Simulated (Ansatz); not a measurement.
Input and output for Au (hcp type): DFT, PBEsol, all-electron LAPW, scalar-relativistic (Ansatz 0.2.0).

This is a prototype cell at a chosen volume, and whether it is the ground state is a separate question.

Command: `ansatz run input.yaml --threads 1 --pin off --max-ram 2048MiB --backend cpu --events-out ev --progress --plain --runs-dir out` It took 43 s on 1 thread of Arm Neoverse V1, on a shared host, peak memory 0.47 GiB.

```yaml
crystal:
  lattice:
    - [2.9469569625, 0.0, 0.0]
    - [-1.4734784812, 2.5521395934, 0.0]
    - [0.0, 0.0, 4.7740702792]
  atoms:
    - { symbol: Au, position: [0.3333333333, 0.6666666667, 0.25] }
    - { symbol: Au, position: [0.6666666667, 0.3333333333, 0.75] }
kpoints:
  mp_grid: { grid: [12, 12, 6] }
scf:
  occupations: { method: fermi_dirac, width: 0.05 }
hamiltonian:
  xc: pbesol
  pseudopotentials: { kind: all_electron, lapw: { basis_error: 0.001 } }
output:
  forces: true
  stress: true
  eigenvalues: true
  populations: true
```

Output:

```
Au: projections on atomic orbitals take those of the free atom 1s2 2s2 2p6 3s2 3p6 3d10 4s2 4p6 4d10 4f14 5s2 5p6 5d10 6s1, of charge +0.00 (hamiltonian.pseudopotentials.projection_atoms)
LAPW: plane waves up to 7.919 Å⁻¹, error target 1.0e-3 eV per atom; small_component_spin mean_spin; Au in spheres of 1.466 Å, 43 of its electrons in bands, Dirac shells [] (how accurate: hamiltonian.pseudopotentials.lapw.basis_error, Limitations)
Engine: ansatz 0.2.0
Pseudopotentials: kind: all_electron
Pseudopotential: Au, LAPW, valence charge 43, lapw/all_electron/scalar/gaussian/Au, Koelling and Harmon's equation, gaussian nucleus
Functional definition: PBEsol
  exchange = pbesol_x
  correlation = pbesol_c
Crystal: 2 atoms, lattice volume = 35.906 Å³
Basis set: ecut = 238.9337745002647 eV, 313 PW (Γ), exchange–correlation at level 2
Bands: 52, of which v1, the nominal top of the filled ones, is band 43 counted from 1 (42 counted from 0)
Symmetry: 24 space group operations
Space group: P63/mmc (ITA 194), of the structure as read, at distance tolerance 3.3e-5 Å
k-points: 76 of 864
Non-local potential: Au, projectors of the file, none
Initial density: superposition of atomic densities (chi_scale 0.1, normalization cell)
Initial wavefunctions: plane waves of lowest kinetic energy (no species holds an atomic orbital)
Functional: x = pbesol(κ = 0.804, μ = 0.12345679012345678), c = pbesol(β = 0.046)
iter 1 solved again at ethr=1.39e-4 eV; its pass at ethr=1.00e-1 eV (dr2=1.20e-1 eV) is discarded
SCF iter   1: F=—  HF=-1034165.875284 eV  |F-HF|=—  |Δ(HF+E_count)|=         —  Δρ=2.37e-2  dr2=1.20e-1  ethr=1.39e-4  ⟨swp⟩=3.0  Hψ=23884  notcnv=0
preconditioner: auto → LDOS  [metal: Δε(μ)=0.028 eV  Ē_g=15.011 eV  σ=0.050 eV  W_gap=0.14  n_scr=22 (ndim 8)  ℏωp=29.1 eV  f_vac=0.054  D(μ)=1.39/eV (n_scr^D=10)  β→1.0]
iter 2 solved again at ethr=7.53e-7 eV; its pass at ethr=1.39e-4 eV (dr2=6.47e-4 eV) is discarded
SCF iter   2: F=—  HF=-1034165.846693 eV  |F-HF|=—  |Δ(HF+E_count)|=   2.86e-2  Δρ=3.60e-3  dr2=6.47e-4  ethr=7.53e-7  ⟨swp⟩=2.1  Hψ=20787  notcnv=0
SCF iter   3: F=—  HF=-1034165.291035 eV  |F-HF|=—  |Δ(HF+E_count)|=   5.56e-1  Δρ=4.03e-3  dr2=3.60e-3  ethr=7.53e-7  ⟨swp⟩=3.7  Hψ=13578  notcnv=0
SCF iter   4: F=—  HF=-1034165.277263 eV  |F-HF|=—  |Δ(HF+E_count)|=   1.38e-2  Δρ=1.54e-3  dr2=5.53e-4  ethr=7.53e-7  ⟨swp⟩=2.0  Hψ=11411  notcnv=0
SCF iter   5: F=—  HF=-1034165.276962 eV  |F-HF|=—  |Δ(HF+E_count)|=   3.01e-4  Δρ=3.34e-4  dr2=2.88e-5  ethr=6.43e-7  ⟨swp⟩=2.0  Hψ=11411  notcnv=0
SCF iter   6: F=—  HF=-1034165.276986 eV  |F-HF|=—  |Δ(HF+E_count)|=   2.35e-5  Δρ=2.91e-5  dr2=2.11e-7  ethr=3.35e-8  ⟨swp⟩=2.5  Hψ=11456  notcnv=0
SCF iter   7: F=-1034165.276986 eV  HF=-1034165.276986 eV  |F-HF|=1.51e-9  |Δ(HF+E_count)|=   1.92e-7  Δρ=3.83e-6  dr2=3.61e-9  ethr=2.46e-10  ⟨swp⟩=3.0  Hψ=11728  notcnv=0
SCF 1 converged in 7 iterations: F = -1034165.276986 eV  dr2 = 3.61e-9
SCF converged after 7 iterations
Free energy (F): -1034165.276986 eV
Harris-Foulkes:  -1034165.276986 eV  (|F-HF|=1.51e-9)
Internal energy: -1034165.268367 eV  (E = F + TS)
E sigma→0 (E₀):  -1034165.272676 eV
Entropy (-TS):   -0.008619 eV (-4.310 meV/atom)
Fermi energy:    23.260273 eV
--- Per-component energies (eV) ---
  E_band       = -7821.011485
  E_kinetic    = 1178597.935921
  E_xc         = -19541.864615
  E_electrostatic = -2193221.339673  (all electrons and nuclei)
  E_smearing   = -0.008619  (= −TS)
  E_closure    = 0.000000  (closes the sum)
  E_atoms      = -1034157.510330  (free atoms, spherical and without spin; not in F)
  Σ components = -1034165.276986   (vs F -1034165.276986, Δ=0.00e0)
  Basis errors (estimates in eV, not in F): energy 1.8e-4 per atom: plane waves 1.8e-4 (1.3e-4 summed), levels above the bands 2.4e-170, relativity 4.9e-9, radial functions 5.7e-6, core shells 7.6e-9; eigenvalues (radial functions only) 8.5e-6; not estimated: angular momenta, meshes, grids; target (lapw.basis_error) 1.0e-3; muffin-tin radii Au 1.466 Å
--- Forces (eV/Å), atoms counted from 1 ---
  atom   1  Au     0.00000000     0.00000000     0.00000000
  atom   2  Au    -0.00000000     0.00000000    -0.00000000
  max |Σ_I F_I| component: 9.25e-18 eV/Å
--- Stress (GPa, compression-positive) ---
       -8.225443      -0.000000      -0.000000
       -0.000000      -8.225443      -0.000000
       -0.000000      -0.000000      -6.196392
  P = ⅓ Tr σ = -7.5491 GPa (-75.491 kbar)
--- Band table (eV; the first three rows and the last of 76) ---
  k-point 0: bands = ["-299.0204", "-299.0204", "-299.0157", "-299.0157", "-299.0157", "-299.0157", "-299.0124", "-299.0124", "-299.0124", "-299.0124", "-81.9338", "-81.9244", "-54.9814", "-54.9811", "-54.9788", "-54.9788", "-54.9784", "-54.9784", "-54.9781", "-54.9780", "-54.9780", "-54.9780", "-54.9737", "-54.9737", "-54.9737", "-54.9737", "-33.4248", "-33.2717", "-33.2717", "-33.2429", "-33.2429", "-33.2425", "13.9708", "16.5045", "18.9928", "19.0685", "19.0685", "19.3974", "19.3974", "19.8235", "19.8235", "21.2578", "21.2578", "22.6181", "26.2299", "37.6523", "39.5157", "39.9414", "40.7380", "40.7380", "44.0481", "44.0481"]
  k-point 1: bands = ["-299.0204", "-299.0204", "-299.0157", "-299.0157", "-299.0157", "-299.0157", "-299.0124", "-299.0124", "-299.0124", "-299.0124", "-81.9332", "-81.9251", "-54.9814", "-54.9811", "-54.9788", "-54.9788", "-54.9784", "-54.9784", "-54.9781", "-54.9780", "-54.9780", "-54.9780", "-54.9737", "-54.9737", "-54.9737", "-54.9737", "-33.4127", "-33.2698", "-33.2698", "-33.2548", "-33.2448", "-33.2448", "14.2049", "16.4976", "18.9270", "18.9942", "18.9942", "19.3172", "19.3172", "20.0223", "20.0223", "21.2314", "21.2314", "21.3231", "27.9770", "37.3139", "39.4059", "39.7452", "40.5708", "40.5708", "43.3834", "43.3834"]
  k-point 2: bands = ["-299.0204", "-299.0204", "-299.0157", "-299.0157", "-299.0157", "-299.0157", "-299.0124", "-299.0124", "-299.0124", "-299.0124", "-81.9315", "-81.9268", "-54.9814", "-54.9812", "-54.9788", "-54.9788", "-54.9783", "-54.9783", "-54.9781", "-54.9781", "-54.9781", "-54.9781", "-54.9737", "-54.9737", "-54.9737", "-54.9737", "-33.3796", "-33.2885", "-33.2645", "-33.2645", "-33.2501", "-33.2501", "14.8620", "16.3460", "18.8000", "18.9305", "18.9305", "19.1407", "19.1407", "19.6743", "20.4242", "20.4242", "21.1044", "21.1044", "31.0663", "36.7016", "38.4894", "38.6301", "40.5464", "40.5464", "42.1254", "42.1254"]
  k-point 75: bands = ["-299.0204", "-299.0204", "-299.0157", "-299.0157", "-299.0157", "-299.0157", "-299.0124", "-299.0124", "-299.0124", "-299.0124", "-81.9227", "-81.9227", "-54.9811", "-54.9811", "-54.9788", "-54.9788", "-54.9784", "-54.9784", "-54.9784", "-54.9784", "-54.9784", "-54.9784", "-54.9736", "-54.9736", "-54.9736", "-54.9736", "-33.3876", "-33.3876", "-33.3495", "-33.3495", "-33.2791", "-33.2791", "17.7115", "17.7115", "18.3701", "18.3701", "19.0492", "19.0492", "19.9039", "19.9039", "21.2857", "21.2857", "27.3085", "27.3085", "27.6433", "27.6433", "29.5829", "29.5829", "39.2149", "39.2149", "41.0753", "41.0753"]
--- Löwdin populations: 2 sites ---
  site symbol       q [e]
     0     Au     78.8530
     1     Au     78.8530
  spilling = 0.001861 (of n_electrons = 158.000000)
```

populations.tsv:

```
# site	symbol	l	j	q
# orbitals = lowdin
# n_electrons = 158.000000
# spilling = 0.001861
# projection_atom_Au: 1s2 2s2 2p6 3s2 3p6 3d10 4s2 4p6 4d10 4f14 5s2 5p6 5d10 6s1
0	Au	0_1S	-	2.000000
0	Au	0_2S	-	1.999997
0	Au	0_3S	-	1.999959
0	Au	0_4S	-	1.999590
0	Au	0_5S	-	1.993978
0	Au	0_6S	-	1.106865
0	Au	1_2P	-	6.000000
0	Au	1_3P	-	5.999999
0	Au	1_4P	-	5.999991
0	Au	1_5P	-	5.999102
0	Au	2_3D	-	10.000000
0	Au	2_4D	-	9.999996
0	Au	2_5D	-	9.753517
0	Au	3_4F	-	13.999994
1	Au	0_1S	-	2.000000
1	Au	0_2S	-	1.999997
1	Au	0_3S	-	1.999959
1	Au	0_4S	-	1.999590
1	Au	0_5S	-	1.993978
1	Au	0_6S	-	1.106865
1	Au	1_2P	-	6.000000
1	Au	1_3P	-	5.999999
1	Au	1_4P	-	5.999991
1	Au	1_5P	-	5.999102
1	Au	2_3D	-	10.000000
1	Au	2_4D	-	9.999996
1	Au	2_5D	-	9.753517
1	Au	3_4F	-	13.999994
```

Next run (one bond, the shortest of the undistorted cell, set to 2.755 Å), as changes to the input before:

```diff
   atoms:
-    - { symbol: Au, position: [0.3333333333, 0.6666666667, 0.25] }
-    - { symbol: Au, position: [0.6666666667, 0.3333333333, 0.75] }
+    - { symbol: Au, position: [0.3133333333, 0.6566666667, 0.235] }
+    - { symbol: Au, position: [0.6866666667, 0.3433333333, 0.765] }
 kpoints:
```

Results part of the output:

```
SCF 1 converged in 8 iterations: F = -1034165.205363 eV  dr2 = 4.61e-9
SCF converged after 8 iterations
Free energy (F): -1034165.205363 eV
Harris-Foulkes:  -1034165.205363 eV  (|F-HF|=2.21e-9)
Internal energy: -1034165.196746 eV  (E = F + TS)
E sigma→0 (E₀):  -1034165.201054 eV
Entropy (-TS):   -0.008617 eV (-4.309 meV/atom)
Fermi energy:    23.273530 eV
--- Per-component energies (eV) ---
  E_band       = -7821.699046
  E_kinetic    = 1178599.204300
  E_xc         = -19542.052077
  E_electrostatic = -2193222.348969  (all electrons and nuclei)
  E_smearing   = -0.008617  (= −TS)
  E_closure    = -0.000000  (closes the sum)
  E_atoms      = -1034157.510330  (free atoms, spherical and without spin; not in F)
  Σ components = -1034165.205363   (vs F -1034165.205363, Δ=0.00e0)
[... lines left out ...]
  atom   2  Au    -0.08559383    -0.04941762    -0.97221246
  max |Σ_I F_I| component: 6.94e-18 eV/Å
--- Stress (GPa, compression-positive) ---
       -6.562559       0.426939       0.800179
        0.426939      -7.055545       0.461983
        0.800179       0.461983      -3.497389
  P = ⅓ Tr σ = -5.7052 GPa (-57.052 kbar)
--- Band table (eV; the first three rows and the last of 242) ---
  k-point 0: bands = ["-299.0242", "-299.0242", "-299.0202", "-299.0202", "-299.0195", "-299.0195", "-299.0169", "-299.0169", "-299.0138", "-299.0138", "-81.9421", "-81.9306", "-54.9870", "-54.9866", "-54.9851", "-54.9844", "-54.9818", "-54.9817", "-54.9808", "-54.9807", "-54.9803", "-54.9800", "-54.9781", "-54.9780", "-54.9774", "-54.9773", "-33.4481", "-33.2909", "-33.2720", "-33.2498", "-33.2468", "-33.2453", "13.9429", "16.4658", "18.9495", "19.0002", "19.0509", "19.2522", "19.3299", "19.7727", "20.0495", "21.1208", "21.4452", "22.6697", "26.1611", "37.5934", "39.7048", "39.8706", "40.5302", "41.1053", "43.6467", "43.7300"]
  k-point 1: bands = ["-299.0242", "-299.0242", "-299.0202", "-299.0202", "-299.0195", "-299.0195", "-299.0169", "-299.0169", "-299.0138", "-299.0138", "-81.9416", "-81.9311", "-54.9870", "-54.9866", "-54.9851", "-54.9844", "-54.9818", "-54.9817", "-54.9808", "-54.9807", "-54.9803", "-54.9800", "-54.9782", "-54.9780", "-54.9774", "-54.9773", "-33.4373", "-33.2892", "-33.2708", "-33.2577", "-33.2502", "-33.2480", "14.1718", "16.4609", "18.8761", "18.9500", "18.9731", "19.1916", "19.3024", "19.9154", "20.2073", "21.1330", "21.3510", "21.4010", "27.9111", "37.3282", "39.3572", "39.8126", "40.5232", "40.8330", "42.9903", "43.8778"]
  k-point 2: bands = ["-299.0242", "-299.0242", "-299.0202", "-299.0202", "-299.0195", "-299.0195", "-299.0169", "-299.0169", "-299.0138", "-299.0138", "-81.9404", "-81.9323", "-54.9870", "-54.9866", "-54.9851", "-54.9845", "-54.9818", "-54.9817", "-54.9808", "-54.9807", "-54.9803", "-54.9800", "-54.9782", "-54.9780", "-54.9774", "-54.9773", "-33.4101", "-33.2892", "-33.2805", "-33.2679", "-33.2551", "-33.2508", "14.8043", "16.3311", "18.7597", "18.8890", "18.9019", "19.0398", "19.1424", "19.7166", "20.3015", "20.5345", "21.1046", "21.1993", "30.9397", "36.8320", "38.4864", "38.6880", "40.6068", "40.6248", "41.8159", "42.5617"]
  k-point 241: bands = ["-299.0242", "-299.0242", "-299.0202", "-299.0202", "-299.0195", "-299.0195", "-299.0169", "-299.0169", "-299.0138", "-299.0138", "-81.9309", "-81.9303", "-54.9866", "-54.9866", "-54.9852", "-54.9849", "-54.9821", "-54.9820", "-54.9807", "-54.9805", "-54.9804", "-54.9804", "-54.9780", "-54.9779", "-54.9775", "-54.9773", "-33.4436", "-33.4297", "-33.3052", "-33.2996", "-33.2930", "-33.2807", "16.7008", "16.7145", "17.5897", "18.1366", "19.6748", "20.3771", "21.1989", "21.3180", "21.4608", "21.5991", "23.5373", "23.7622", "26.9113", "27.2653", "36.0493", "36.2233", "36.7885", "37.1259", "39.6733", "39.8358"]
--- Löwdin populations: 2 sites ---
  site symbol       q [e]
     0     Au     78.8523
     1     Au     78.8523
  spilling = 0.001870 (of n_electrons = 158.000000)
```

Next run (one bond, the shortest of the undistorted cell, set to 2.404 Å), as changes to the input before:

```diff
   atoms:
-    - { symbol: Au, position: [0.3133333333, 0.6566666667, 0.235] }
-    - { symbol: Au, position: [0.6866666667, 0.3433333333, 0.765] }
+    - { symbol: Au, position: [0.2733333333, 0.6366666667, 0.205] }
+    - { symbol: Au, position: [0.7266666667, 0.3633333333, 0.795] }
 kpoints:
```

Results part of the output:

```
SCF 1 converged in 8 iterations: F = -1034164.371578 eV  dr2 = 8.64e-9
SCF converged after 8 iterations
Free energy (F): -1034164.371578 eV
Harris-Foulkes:  -1034164.371578 eV  (|F-HF|=3.03e-9)
Internal energy: -1034164.363727 eV  (E = F + TS)
E sigma→0 (E₀):  -1034164.367652 eV
Entropy (-TS):   -0.007851 eV (-3.925 meV/atom)
Fermi energy:    23.373940 eV
--- Per-component energies (eV) ---
  E_band       = -14053.783609
  E_kinetic    = 1178611.230358
  E_xc         = -19543.730443
  E_electrostatic = -2193231.863642  (all electrons and nuclei)
  E_smearing   = -0.007851  (= −TS)
  E_closure    = 0.000000  (closes the sum)
  E_atoms      = -1034157.510330  (free atoms, spherical and without spin; not in F)
[... lines left out ...]
  max |Σ_I F_I| component: 1.11e-16 eV/Å
--- Stress (GPa, compression-positive) ---
        8.665107       4.801317      11.715783
        4.801317       3.121024       6.764111
       11.715783       6.764111      24.335602
  P = ⅓ Tr σ = 12.0406 GPa (120.406 kbar)
--- Band table (eV; the first three rows and the last of 242) ---
  k-point 0: bands = ["-518.8854", "-518.8854", "-518.8781", "-518.8781", "-518.8736", "-518.8736", "-299.0570", "-299.0570", "-299.0463", "-299.0463", "-299.0426", "-299.0426", "-299.0359", "-299.0359", "-299.0353", "-299.0353", "-82.0176", "-81.9775", "-55.0254", "-55.0217", "-55.0207", "-55.0195", "-55.0119", "-55.0099", "-55.0060", "-55.0047", "-55.0037", "-55.0033", "-55.0026", "-55.0025", "-54.9998", "-54.9993", "-33.7083", "-33.3889", "-33.3144", "-33.3051", "-33.2992", "-33.2377", "13.7452", "16.1130", "18.0098", "18.5940", "18.6521", "18.7219", "19.4528", "19.9066", "20.6622", "21.0127", "21.9168", "23.1090", "25.7463", "37.2753", "39.4393", "40.8006", "41.0427", "42.0221", "42.9857", "43.6429", "44.6957"]
  k-point 1: bands = ["-518.8854", "-518.8854", "-518.8781", "-518.8781", "-518.8736", "-518.8736", "-299.0570", "-299.0570", "-299.0463", "-299.0463", "-299.0426", "-299.0426", "-299.0359", "-299.0359", "-299.0353", "-299.0353", "-82.0174", "-81.9777", "-55.0254", "-55.0217", "-55.0207", "-55.0195", "-55.0119", "-55.0099", "-55.0060", "-55.0047", "-55.0037", "-55.0033", "-55.0026", "-55.0025", "-54.9998", "-54.9993", "-33.7037", "-33.3871", "-33.3142", "-33.3084", "-33.2994", "-33.2411", "13.9400", "16.1177", "18.0036", "18.5467", "18.6108", "18.7215", "19.4125", "19.8987", "20.7409", "21.0675", "21.5850", "22.0195", "27.5371", "37.2843", "39.0589", "40.2698", "41.5383", "41.5887", "42.3958", "43.8543", "45.1735"]
  k-point 2: bands = ["-518.8854", "-518.8854", "-518.8781", "-518.8781", "-518.8736", "-518.8736", "-299.0570", "-299.0570", "-299.0463", "-299.0463", "-299.0426", "-299.0426", "-299.0359", "-299.0359", "-299.0353", "-299.0353", "-82.0170", "-81.9780", "-55.0254", "-55.0217", "-55.0207", "-55.0195", "-55.0119", "-55.0099", "-55.0060", "-55.0046", "-55.0037", "-55.0033", "-55.0026", "-55.0025", "-54.9997", "-54.9993", "-33.6942", "-33.3827", "-33.3163", "-33.3140", "-33.2996", "-33.2476", "14.4331", "16.0892", "18.0097", "18.4692", "18.5235", "18.6972", "19.0694", "19.9388", "20.3599", "20.8989", "21.1649", "21.7768", "30.2641", "37.2393", "38.4228", "39.2990", "41.0207", "41.3037", "41.4685", "43.7262", "44.0889"]
  k-point 241: bands = ["-518.8854", "-518.8854", "-518.8781", "-518.8781", "-518.8736", "-518.8736", "-299.0570", "-299.0570", "-299.0463", "-299.0463", "-299.0426", "-299.0426", "-299.0359", "-299.0359", "-299.0353", "-299.0353", "-82.0006", "-81.9829", "-55.0254", "-55.0214", "-55.0211", "-55.0195", "-55.0117", "-55.0099", "-55.0058", "-55.0049", "-55.0036", "-55.0033", "-55.0032", "-55.0031", "-54.9995", "-54.9991", "-33.7223", "-33.5370", "-33.3882", "-33.3319", "-33.2936", "-33.2843", "16.2000", "16.4037", "16.8766", "18.5532", "18.9016", "20.9251", "21.0523", "21.2321", "21.4924", "21.7471", "23.4142", "23.6311", "27.0002", "27.5792", "35.4647", "36.7167", "37.6766", "37.9877", "39.8468", "40.0665", "42.8747"]
--- Löwdin populations: 2 sites ---
  site symbol       q [e]
     0     Au     78.8462
     1     Au     78.8462
  spilling = 0.001947 (of n_electrons = 158.000000)
```

Next run (one bond, the shortest of the undistorted cell, set to 2.228 Å), as changes to the input before:

```diff
   atoms:
-    - { symbol: Au, position: [0.2733333333, 0.6366666667, 0.205] }
-    - { symbol: Au, position: [0.7266666667, 0.3633333333, 0.795] }
+    - { symbol: Au, position: [0.2533333333, 0.6266666667, 0.19] }
+    - { symbol: Au, position: [0.7466666667, 0.3733333333, 0.81] }
 kpoints:
```

Command: `ansatz run input.yaml --threads 1 --pin off --max-ram 2048MiB --backend cpu --events-out ev --progress --plain --runs-dir out` It took 4.2 min on 1 thread of Arm Neoverse V1, on a shared host, peak memory 1.4 GiB.

Results part of the output:

```
SCF 1 converged in 8 iterations: F = -1034163.146909 eV  dr2 = 5.35e-9
SCF converged after 8 iterations
Free energy (F): -1034163.146909 eV
Harris-Foulkes:  -1034163.146909 eV  (|F-HF|=1.40e-9)
Internal energy: -1034163.140344 eV  (E = F + TS)
E sigma→0 (E₀):  -1034163.143627 eV
Entropy (-TS):   -0.006565 eV (-3.282 meV/atom)
Fermi energy:    23.478274 eV
--- Per-component energies (eV) ---
  E_band       = -14059.965922
  E_kinetic    = 1178624.760606
  E_xc         = -19545.457776
  E_electrostatic = -2193242.443174  (all electrons and nuclei)
  E_smearing   = -0.006565  (= −TS)
  E_closure    = 0.000000  (closes the sum)
  E_atoms      = -1034157.510330  (free atoms, spherical and without spin; not in F)
[... lines left out ...]
  max |Σ_I F_I| component: 4.44e-16 eV/Å
--- Stress (GPa, compression-positive) ---
       25.850734      11.229300      28.381471
       11.229300      12.884255      16.386050
       28.381471      16.386050      59.087833
  P = ⅓ Tr σ = 32.6076 GPa (326.076 kbar)
--- Band table (eV; the first three rows and the last of 242) ---
  k-point 0: bands = ["-518.9193", "-518.9193", "-518.9011", "-518.9011", "-518.8942", "-518.8942", "-299.0945", "-299.0944", "-299.0749", "-299.0749", "-299.0649", "-299.0649", "-299.0639", "-299.0639", "-299.0560", "-299.0560", "-82.1159", "-82.0250", "-55.0718", "-55.0617", "-55.0602", "-55.0563", "-55.0517", "-55.0464", "-55.0349", "-55.0332", "-55.0281", "-55.0277", "-55.0256", "-55.0256", "-55.0254", "-55.0251", "-34.0935", "-33.4581", "-33.3790", "-33.3737", "-33.3542", "-33.1954", "13.6088", "15.7122", "17.1163", "18.0243", "18.2345", "18.5649", "19.5281", "20.0816", "21.0450", "21.0830", "22.1590", "23.5353", "25.5554", "37.1486", "39.1339", "41.1860", "41.9598", "42.5669", "42.7663", "44.0008", "44.3427"]
  k-point 1: bands = ["-518.9193", "-518.9193", "-518.9011", "-518.9011", "-518.8942", "-518.8942", "-299.0945", "-299.0944", "-299.0749", "-299.0749", "-299.0649", "-299.0649", "-299.0639", "-299.0639", "-299.0560", "-299.0560", "-82.1158", "-82.0251", "-55.0718", "-55.0617", "-55.0602", "-55.0563", "-55.0517", "-55.0464", "-55.0349", "-55.0332", "-55.0281", "-55.0277", "-55.0256", "-55.0256", "-55.0254", "-55.0251", "-34.0910", "-33.4564", "-33.3812", "-33.3737", "-33.3542", "-33.1977", "13.7811", "15.7194", "17.1226", "17.9938", "18.2035", "18.5550", "19.5218", "19.9705", "21.0975", "21.1359", "21.7782", "22.5113", "27.3825", "37.2103", "38.8348", "40.6589", "42.0764", "42.2374", "42.3862", "43.8432", "45.0017"]
  k-point 2: bands = ["-518.9193", "-518.9193", "-518.9011", "-518.9011", "-518.8942", "-518.8942", "-299.0945", "-299.0944", "-299.0749", "-299.0749", "-299.0649", "-299.0649", "-299.0639", "-299.0639", "-299.0560", "-299.0560", "-82.1156", "-82.0253", "-55.0718", "-55.0617", "-55.0602", "-55.0563", "-55.0517", "-55.0464", "-55.0349", "-55.0332", "-55.0281", "-55.0277", "-55.0256", "-55.0256", "-55.0254", "-55.0251", "-34.0860", "-33.4526", "-33.3860", "-33.3736", "-33.3542", "-33.2021", "14.1972", "15.7235", "17.1517", "17.9355", "18.1443", "18.4904", "19.1934", "19.8263", "20.8220", "21.1998", "21.2399", "22.2454", "29.9600", "37.2648", "38.3256", "39.6997", "41.3738", "41.4604", "41.7987", "43.7737", "44.7439"]
  k-point 241: bands = ["-518.9193", "-518.9193", "-518.9011", "-518.9011", "-518.8942", "-518.8942", "-299.0945", "-299.0944", "-299.0749", "-299.0749", "-299.0649", "-299.0649", "-299.0639", "-299.0639", "-299.0560", "-299.0560", "-82.0952", "-82.0340", "-55.0718", "-55.0619", "-55.0602", "-55.0562", "-55.0516", "-55.0464", "-55.0346", "-55.0341", "-55.0286", "-55.0272", "-55.0261", "-55.0254", "-55.0253", "-55.0251", "-34.1244", "-33.6495", "-33.4819", "-33.3588", "-33.3150", "-33.2320", "15.7987", "16.1933", "16.4241", "18.3969", "18.7456", "20.6956", "21.0521", "21.1458", "21.3486", "21.8412", "23.5658", "23.6609", "27.1209", "27.5723", "35.2387", "37.5971", "38.1890", "38.5058", "39.8361", "40.1917", "42.5402"]
--- Löwdin populations: 2 sites ---
  site symbol       q [e]
     0     Au     78.8403
     1     Au     78.8403
  spilling = 0.002021 (of n_electrons = 158.000000)
```

Spin–orbit coupling is left out, which matters for the heavy atoms.
